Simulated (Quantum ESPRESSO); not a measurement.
# Pt2Ru2TiMoSn2: one composition in several site orders

Computed values, not a measurement. The program is pw.x of Quantum ESPRESSO 7.5 (plane-wave density functional theory). The cell is made up: eight metal atoms on a face-centred cubic lattice, with elements, volume, strain and displacements drawn at random and not relaxed, so it may be unstable or far from any real phase. PseudoDojo standard norm-conserving files set the functional (PBE unless stated); there is no spin polarisation or spin-orbit coupling, the Fermi-Dirac width of 0.25 eV means electrons at about 2900 K, and the masses in the input are unused placeholders. The tin pseudopotential is less sure than most, with forces differing by about three percent from a second method on plain tin. Heavy elements are run without spin-orbit coupling, which real alloys of them have. A spin test at this wide smearing found no moment, but such smearing suppresses magnetism that the real alloy may have.

The runs put one composition on the sites in different orders. Cell, positions, cutoff, mesh and smearing stay as in the input of run 1; sites are counted in its order. Stress in the tables is positive in tension.

Input of run 1:

```
&control calculation='scf', pseudo_dir='./dojo.nc.sr.pbe.v0_5.standard.upf', outdir='./o', disk_io='minimal', tprnfor=.true., tstress=.true. /
&system ibrav=0, nat=8, ntyp=5, nbnd=77, ecutwfc=84.00895049, nosym=.true., tot_charge=0,
 occupations='smearing', smearing='fd', degauss=0.0183746611
/
&electrons conv_thr=1.470e-08, electron_maxstep=70, mixing_beta=0.5 /
ATOMIC_SPECIES
Mo 1.0 Mo.upf
Pt 1.0 Pt.upf
Ru 1.0 Ru.upf
Sn 1.0 Sn.upf
Ti 1.0 Ti.upf
CELL_PARAMETERS angstrom
2.1103 4.1351 2.0905
2.0159 -4.1105 2.1358
4.1194 0.0699 -4.2196
ATOMIC_POSITIONS angstrom
Pt -0.0466 0.1679 -0.072
Ru 2.071 0.141 -2.1289
Ti 2.1817 -2.1746 -0.0266
Mo 4.0449 -2.0441 -1.9262
Ru 2.1825 2.0518 0.0405
Sn 4.0828 2.1119 -2.1337
Pt 2.1004 -0.1186 2.1742
Sn 4.2473 0.1488 0.1004
K_POINTS automatic
5 5 4 1 1 1
```

```
run  elements on sites 1 to 8  free energy less that of run 1 (eV)  -TS (eV)  pressure (GPa)  stress xx (GPa)  stress yy (GPa)  stress zz (GPa)  stress yz (GPa)  stress xz (GPa)  stress xy (GPa)  iterations
  1   Pt Ru Ti Mo Ru Sn Pt Sn                                0.000    -1.780           -7.51             8.56             4.91             9.05             0.15            -0.38             2.64          16
  2   Ru Ti Mo Ru Sn Pt Pt Sn                                0.344    -1.794           -6.86             6.74             5.78             8.05             0.92            -1.32             3.01          19
  3   Ru Sn Pt Ru Mo Sn Ti Pt                                0.297    -1.889           -6.46             8.14             4.03             7.19            -0.17            -0.74             0.17          18
  4   Ti Sn Ru Pt Ru Sn Pt Mo                               -0.250    -1.622           -7.59             6.31             7.36             9.09            -1.92            -0.26            -0.77          18
  5   Sn Pt Pt Sn Ru Mo Ru Ti                                0.099    -1.769           -6.82             5.65             4.82             9.98             1.63             0.95             4.05          18
  6   Sn Ru Pt Mo Ti Pt Sn Ru                               -0.456    -1.650           -7.46             5.70             6.81             9.86            -0.84            -3.63             2.26          19
```

Forces Fx Fy Fz (eV/Å):

| site | run 1 | run 2 | run 3 | run 4 | run 5 | run 6 |
| --- | --- | --- | --- | --- | --- | --- |
| 1 | 1.08 -0.80 -0.08 | 0.42 -0.53 0.00 | 0.61 -0.68 0.07 | 0.89 -0.42 -0.74 | 2.08 -1.87 -0.44 | 1.00 -1.27 1.08 |
| 2 | -0.08 -0.47 0.60 | 1.31 -0.52 -0.08 | 0.19 -1.89 1.10 | -0.16 -1.88 1.99 | 0.86 -1.65 0.68 | 0.66 -0.94 0.07 |
| 3 | -0.69 1.41 1.38 | -0.93 1.15 1.48 | -1.94 1.86 1.31 | -1.78 0.69 0.90 | -1.49 1.60 0.32 | -0.80 2.04 0.10 |
| 4 | 0.03 0.97 -0.91 | 0.41 0.72 -0.43 | 0.84 1.01 -1.50 | 0.94 0.87 -1.79 | -0.47 2.29 -1.41 | -1.49 0.33 0.31 |
| 5 | 0.02 0.15 0.09 | -1.78 0.51 1.43 | -0.73 0.20 0.87 | -0.09 -0.19 0.06 | 0.26 0.02 -0.28 | 1.51 -0.24 -1.05 |
| 6 | 1.88 -0.34 -0.17 | 0.45 -0.09 0.22 | 1.80 0.22 -0.19 | 1.85 0.28 0.02 | 0.80 0.30 0.77 | 0.39 -0.14 0.85 |
| 7 | -0.08 0.47 -0.52 | -0.20 0.51 -0.26 | 0.30 0.62 -0.75 | 0.34 0.75 -0.64 | -0.37 0.40 0.09 | -0.98 0.61 -0.77 |
| 8 | -2.16 -1.38 -0.40 | 0.32 -1.76 -2.36 | -1.06 -1.34 -0.90 | -2.00 -0.10 0.19 | -1.65 -1.09 0.27 | -0.29 -0.40 -0.59 |

The sites are displaced and not relaxed, so the energy differences mix bonding between neighbours with strain and are not ordering energies. A rerun of one cell of this series at a higher cutoff and on a denser mesh moved values by no more than 0.005 eV in energy, 0.03 GPa in stress and 0.005 eV/Å in force, and a second program with other atomic files agreed on that cell to 2 % rms in force and 0.5 GPa in pressure.